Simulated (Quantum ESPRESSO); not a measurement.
# In2RuTa3Pt2: a guest atom moved from site to site

A calculation, not a measurement. The program is pw.x of Quantum ESPRESSO 7.5 (plane-wave density functional theory). The cell is made up: eight metal atoms on a hexagonal close-packed lattice, with elements, volume, strain and displacements drawn at random and not relaxed, so it may be unstable or far from any real phase. PseudoDojo standard norm-conserving files set the functional (PBE unless stated); there is no spin polarisation or spin-orbit coupling, the Fermi-Dirac width of 0.25 eV means electrons at about 2900 K, and the masses in the input are unused placeholders. Heavy elements are run without spin-orbit coupling, which real alloys of them have. A spin test at this wide smearing found no moment, but such smearing suppresses magnetism that the real alloy may have.

The runs move one Ru atom among sites that otherwise hold Ta. Cell, positions, cutoff, mesh and smearing stay as in the input of run 1; sites are counted in its order. Stress in the tables is positive in tension.

Input of run 1:

```
&control calculation='scf', pseudo_dir='./dojo.nc.sr.pbe.v0_5.standard.upf', outdir='./o', disk_io='minimal', tprnfor=.true., tstress=.true. /
&system ibrav=0, nat=8, ntyp=4, nbnd=75, ecutwfc=84.00895049, nosym=.true., tot_charge=0,
 occupations='smearing', smearing='fd', degauss=0.0183746611
/
&electrons conv_thr=1.470e-08, electron_maxstep=70, mixing_beta=0.5 /
ATOMIC_SPECIES
In 1.0 In.upf
Pt 1.0 Pt.upf
Ru 1.0 Ru.upf
Ta 1.0 Ta.upf
CELL_PARAMETERS angstrom
-2.9577 -0.0491 0.0329
0.0849 5.063 -0.0167
1.5406 -2.4765 -9.1009
ATOMIC_POSITIONS angstrom
In -0.0493 -0.0312 -0.1229
Ru 0.1526 1.716 -2.2771
Ta -0.1093 -0.0451 -4.5316
In 0.1576 1.6261 -6.9264
Pt -1.2543 2.5156 0.0151
Pt -1.4052 4.1918 -2.2845
Ta -1.3373 2.3895 -4.6385
Ta -1.4481 -0.8288 -6.7163
K_POINTS automatic
8 5 3 1 1 1
```

| run | elements on sites 1 to 8 | free energy less that of run 1 (eV) | -TS (eV) | pressure (GPa) | stress xx (GPa) | stress yy (GPa) | stress zz (GPa) | stress yz (GPa) | stress xz (GPa) | stress xy (GPa) | iterations |
| --- | --- | --- | --- | --- | --- | --- | --- | --- | --- | --- | --- |
| 1 | In Ru Ta In Pt Pt Ta Ta | 0.000 | -1.316 | 10.32 | -7.83 | -9.15 | -13.98 | 0.88 | -1.77 | 1.74 | 19 |
| 2 | In Ta Ru In Pt Pt Ta Ta | -0.727 | -1.275 | 8.90 | -6.51 | -5.10 | -15.11 | 3.05 | -1.29 | 0.66 | 18 |
| 3 | In Ta Ta In Pt Pt Ru Ta | -1.120 | -1.211 | 8.92 | -6.04 | -7.20 | -13.52 | 1.23 | -1.29 | 0.28 | 17 |
| 4 | In Ta Ta In Pt Pt Ta Ru | -0.795 | -1.360 | 9.98 | -7.27 | -5.32 | -17.35 | 1.62 | -1.62 | -0.27 | 18 |

Forces Fx Fy Fz (eV/Å):

| site | run 1 | run 2 | run 3 | run 4 |
| --- | --- | --- | --- | --- |
| 1 | 0.25 0.57 -0.69 | 0.18 -0.14 0.03 | 0.15 -0.12 0.22 | 0.17 0.14 0.63 |
| 2 | -0.12 0.38 -1.49 | 0.10 0.39 -1.12 | 0.27 1.16 -1.76 | 0.36 1.00 -0.15 |
| 3 | 1.04 -0.10 2.34 | 0.30 0.15 -0.28 | 0.28 0.07 1.31 | 0.30 -0.76 -0.20 |
| 4 | -0.54 0.86 0.05 | -0.55 0.72 0.46 | -0.45 1.39 1.45 | -0.32 0.28 0.21 |
| 5 | -0.50 -0.44 -0.32 | -0.51 -0.41 -0.43 | -0.45 -0.47 -0.59 | -0.44 -0.49 -0.67 |
| 6 | -0.01 -0.65 -1.52 | 0.05 -0.18 -1.22 | -0.07 -0.27 -1.36 | -0.05 -0.26 -1.12 |
| 7 | -0.62 0.72 2.76 | -0.32 0.66 2.01 | -0.32 0.14 1.13 | -0.60 1.21 0.77 |
| 8 | 0.49 -1.35 -1.13 | 0.74 -1.19 0.55 | 0.58 -1.91 -0.40 | 0.58 -1.12 0.54 |

The sites are displaced and not relaxed, so the energy differences hold strain from misfit and are not ordering energies. A rerun of one cell of this series at a higher cutoff and on a denser mesh moved values by no more than 0.004 eV in energy, 0.02 GPa in stress and 0.007 eV/Å in force, and a second program with other atomic files agreed on that cell to 2 % rms in force and 0.5 GPa in pressure.